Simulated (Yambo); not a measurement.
BSE-type run in Yambo on BaTe (rock salt, space group Fm-3m, No. 225), at zero momentum.

Quantum ESPRESSO step (PBE, PseudoDojo standard norm-conserving files, scalar-relativistic):
```
&CONTROL
  calculation = 'nscf'
  pseudo_dir = './pseudo'
  outdir = './out'
/
&SYSTEM
  ibrav = 0
  nat = 2
  ntyp = 2
  ecutwfc = 82.3
  ecutrho = 329.2
  occupations = 'fixed'
  force_symmorphic = .true.
  nbnd = 50
/
&ELECTRONS
  conv_thr = 2e-09
  diago_full_acc = .true.
  diago_thr_init = 1e-08
/
ATOMIC_SPECIES
Te 127.6000 Te.upf
Ba 137.3270 Ba.upf
CELL_PARAMETERS angstrom
  0.000000000000   3.469436955000   3.469436955000
  3.469436955000   0.000000000000   3.469436955000
  3.469436955000   3.469436955000   0.000000000000
ATOMIC_POSITIONS crystal
Te   0.500000000000   0.500000000000   0.500000000000
Ba   0.000000000000   0.000000000000   0.000000000000
K_POINTS automatic
8 8 8 0 0 0
```

Yambo input:
```
rim_cut
optics
bse
bss
dipoles
em1s
RandQpts= 1000000
RandGvec= 1 Ry
FFTGvecs= 40 Ry
Chimod= "HARTREE"
BSKmod= "SEX"
BSEmod= "resonant"
BSSmod= "hs"
BSENGexx= 15 Ry
BSENGBlk= 4 Ry
% BSEQptR
 1 | 1 |
%
% BSEBands
 11 | 20 |
%
% BEnRange
 0.0 | 9.2 | eV
%
% BDmRange
 0.15 | 0.15 | eV
%
BEnSteps= 184
% BLongDir
 1.0 | 0.0 | 0.0 |
%
BSHayTrs= -0.02
BSSNEig= 24
WRbsWF
% BndsRnXs
 1 | 44 |
%
NGsBlkXs= 4 Ry
% LongDrXs
 1.0 | 1.0 | 1.0 |
%
```

From the report:

The dimension is k points × valence × conduction bands = 512 × 3 × 7 = 10752.
```
  [SLEPC] Approach                          : Krylov-Schur
  [SLEPC] Number of requested eigenvalues   :  24
  [SLEPC] Number of eigenvalues        [NEV]:  24
   [K] Dimension                                    :  10752
   [K] Bands                                        :  11  20
   [K] Exchange res                                 : yes
   [K] Correlation res                              : yes
   [K] W interaction is bare                        : no
   [K] RL vectors exchange                          :   561
   [K] RL vectors correlation                       :   89
   [W] Matrix size                                  :   89
   [W] Bands                                        :    1   44
   [W] Coulomb Cutoff                               : none
   [W] Hxc Kernel                                   : HARTREE
```

Bands and orbitals come from the standard potentials; the scissor and the G0W0 gaps come from a run at the same geometry on the stringent ones, which hold whole semicore shells in the valence.

Spin-orbit coupling is not included.

Geometry relaxed with PBEsol.
